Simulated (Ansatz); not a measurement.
## How much do the gradients of CdPtC₆N₆ depend on the method?

Cell: a structure deposited in the COD, its atoms then relaxed with PBE in this cell.

```cif
data_CdPtC6N6
_symmetry_space_group_name_H-M 'Fm-3m'
_symmetry_Int_Tables_number 225
_cell_length_a 10.9474
_cell_length_b 10.9474
_cell_length_c 10.9474
_cell_angle_alpha 90.000
_cell_angle_beta 90.000
_cell_angle_gamma 90.000
loop_
_atom_site_label
_atom_site_type_symbol
_atom_site_symmetry_multiplicity
_atom_site_Wyckoff_symbol
_atom_site_fract_x
_atom_site_fract_y
_atom_site_fract_z
Cd Cd 4 b 0.5000 0.5000 0.5000
Pt Pt 4 a 0.0000 0.0000 0.0000
C C 24 e 0.5000 0.5000 0.1833
N N 24 e 0.5000 0.5000 0.2890
```

One atom of each set is listed; the run and its k-mesh use a cell of 14 atoms with edges of 7.74, 7.74, 7.74 Å.

First run. Computed with Ansatz: DFT, PBE, plane waves and PAW, scalar-relativistic, 420 eV cutoff, Γ-centred 5×5×5 k-points, Fermi–Dirac smearing 0.05 eV.

```csv
site,V_zz (10²¹ V/m²),η
C,-3.81,0.00
N,-5.87,0.00
```

Second run. The same atoms and settings, except that spin–orbit coupling is included (fully relativistic PAW files).

**Question.** Given the first result, estimate the second.

**Answer.** 

```json
{"site": "C", "V_zz": "-3.82", "η": "0.00", "change of V_zz": "-0.01"}
{"site": "N", "V_zz": "-5.88", "η": "0.00", "change of V_zz": "-0.01"}
```

No V_zz moves by more than 0.01. Sites without a gradient aren't listed.

The database entry as given showed forces above 3 eV/Å or a pressure above 30 GPa, though relaxing it moves no atom far.
